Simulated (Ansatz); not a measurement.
## A strain series on Zn₂C (antifluorite): epitaxial in the plane normal to [111]

Zn₂C (antifluorite), relaxed with r2SCAN in Ansatz 0.2.0, then strained (epitaxial in the plane normal to [111]; changes of length per length, axes as in the cell below) with the atoms relaxed again within the symmetry that is left. Space group Fm-3m (No. 225), cubic; a = 5.156 Å in the conventional setting, 11.42 Å³ an atom. C is surrounded by 8 Zn at 2.23 Å; Zn is surrounded by 4 C at 2.23 Å. No spin polarisation and no zero-point or thermal motion; the cell was built from a prototype and may be hypothetical.

```yaml
crystal:
  lattice:
    - [0.00000, 2.57795, 2.57795]
    - [2.57795, 0.00000, 2.57795]
    - [2.57795, 2.57795, 0.00000]
  atoms:
    - { symbol: C, position: [0.00000, 0.00000, 0.00000] }
    - { symbol: Zn, position: [0.25000, 0.25000, 0.25000] }
    - { symbol: Zn, position: [0.75000, 0.75000, 0.75000] }
```

Gaps are the least over each mesh (HSE06 6×6×6 when unstrained) and the special points, which keep their unstrained names.

```csv
strain (%),free normal strain (%),"gap, HSE06 (eV)","edges, HSE06"
0.0,0.00,0.747,Γ
+0.31,-0.30,0.723,Γ
+0.85,-0.73,0.676,Γ
```

Question: Estimate the row for a strain of -3.0 %.

Answer:
```csv
strain (%),free normal strain (%),"gap, HSE06 (eV)","edges, HSE06"
-3.0,+3.16,0.661,Γ
```

Between zero and the nearest strains the slope of the HSE06 gap against strain is +0.029 eV per percent for negative and -0.077 for positive strain; it falls either way, as happens when edge states split or other valleys take over.

The meshes of the hybrids are coarse, so their gaps aren't converged to the digits shown.
